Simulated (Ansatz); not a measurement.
YAlSi:
```xyz
6
Lattice="1.9945 -5.1675 0.0000 1.9945 5.1675 0.0000 0.0000 0.0000 5.7037" Properties=species:S:1:pos:R:3 pbc="T T T"
Y      1.9945     2.0111     4.2778
Y      1.9945    -2.0111     1.4259
Al     0.0000     0.0000     0.0000
Al     0.0000     0.0000     2.8518
Si     1.9945     1.0203     1.4259
Si     1.9945    -1.0203     4.2778
```

Relaxed with r²SCAN. Special points in fractions of this cell's reciprocal vectors: Γ (0.000, 0.000, 0.000); Y (-0.500, 0.500, 0.000); C0 (-0.287, 0.713, 0.000); Σ0 (0.287, 0.287, 0.000); Z (0.000, 0.000, 0.500); A0 (0.287, 0.287, 0.500); E0 (-0.287, 0.713, 0.500); T (-0.500, 0.500, 0.500); S (0.000, 0.500, 0.000); R (0.000, 0.500, 0.500).

### Question
List the band energies nearest the Fermi level at these points for r²SCAN (plane waves, PAW; program Ansatz).

### Answer
In eV from the Fermi level; about four levels below and three above (degenerate sets whole), none deeper than 8.9 eV; points with the same levels are listed once.

```tsv
k	below	above
Γ	-1.96 -1.93 -1.23 -0.79	0.98 1.35 1.96
Y	-2.28 -1.82 -1.30 -0.42	0.54 0.93 1.74
C0	-2.86 -2.81 -1.36 -1.20	0.42 0.48 2.64
Z	-2.25 -2.25 -1.03 -1.03	1.20 1.20 1.71 1.71
A0	-1.71 -1.71 -1.10 -1.10	0.68 0.68 2.21 2.21
T	-1.68 -1.68 -0.46 -0.46	1.26 1.26 1.31 1.31
S	-2.22 -1.88 -1.06 -0.27	0.91 2.69 3.56
R	-2.20 -2.20 -1.11 -1.11	1.11 1.11 2.20 2.20
```

Space group Cmcm. The first step of the workflow began from a Materials Project structure, measured or hypothetical; the Crystallography Open Database files this formula in space group No. 63, but the cells were not matched. Whether it is the stable phase at ambient conditions was not checked. Symmetry was held in the r²SCAN relaxation; whether a distortion lowers the energy is not shown. No spin polarisation was allowed. Spin–orbit coupling is left out wherever it is not named.

Potentials: the earlier of the program's two PAW sets.
